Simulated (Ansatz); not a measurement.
Given:

Pd (bcc (W type), space group No. 229), a = b = c = 3.100 Å, α = β = γ = 90.00°; the cell used has 1 atom.

This is the r²SCAN+D4-relaxed structure.

Task: All from r²SCAN+D4 in the plane-wave PAW code Ansatz, unless another level is named. Estimate the bulk modulus (Birch–Murnaghan fit).

Result: 186 GPa.

Task: Next, the elastic constants (relaxed ions, GPa)?

Result: C11 = 167, C12 = 196, C44 = 102.

Space group Im-3m (bcc (W type)). The first step of the workflow began from a Materials Project structure, measured or hypothetical; the Crystallography Open Database copy checked does not list it. It is not the phase usual at ambient conditions (space group No. 225). Symmetry was held in the r²SCAN+D4 relaxation. At this level the phase is mechanically unstable. No spin polarisation was allowed. The pairwise dispersion correction was not fitted to metals. As this level gives no gap, shear constants depend on the k-mesh and smearing (Fermi–Dirac, 0.1 eV here). On the denser mesh and wider smearing of the elastic run this cell carries a stress of 0.3 GPa.

Potentials: the later of the program's two PAW sets.
